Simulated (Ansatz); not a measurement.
The computed numbers are results of PBEsol, scalar-relativistic (no spin polarisation) in the plane-wave PAW code Ansatz at 420 eV, Γ-centred 8×8×8 mesh, 0.05 eV Gaussian smearing. The datasets are Ansatz's generated set soft_2.

The calculation on LaX, where X is one element, gave:

| Item | Value |
| --- | --- |
| Space group | Pm-3m (No. 221) |
| Conventional cell | a = 3.917 Å, b = 3.917 Å, c = 3.917 Å, α = 90.00°, β = 90.00°, γ = 90.00° |
| Volume | 30.05 Å³/atom |
| Band gap | zero (metallic) |
| Density of states at the Fermi level | about 0.9 states/(eV·atom) |
| f electrons (orthogonalised atomic orbitals) | La 0.16 |
| Formation energy from the elements (0 K, uncorrected) | -0.46 eV/atom |
| Bulk modulus (Birch–Murnaghan) | 54 GPa |

Sites: La on 1a, X on 1b.

**Question.** Which element is X?
A. Tl
B. Au
C. Pb
D. Bi

**Answer.** A. X is Tl, so the compound is LaTl.

The start was a prototype's sites filled with these elements; the Crystallography Open Database holds the compound in this structure.

Scalar-relativistic only: spin–orbit splittings of the heavy atoms' levels are missing.
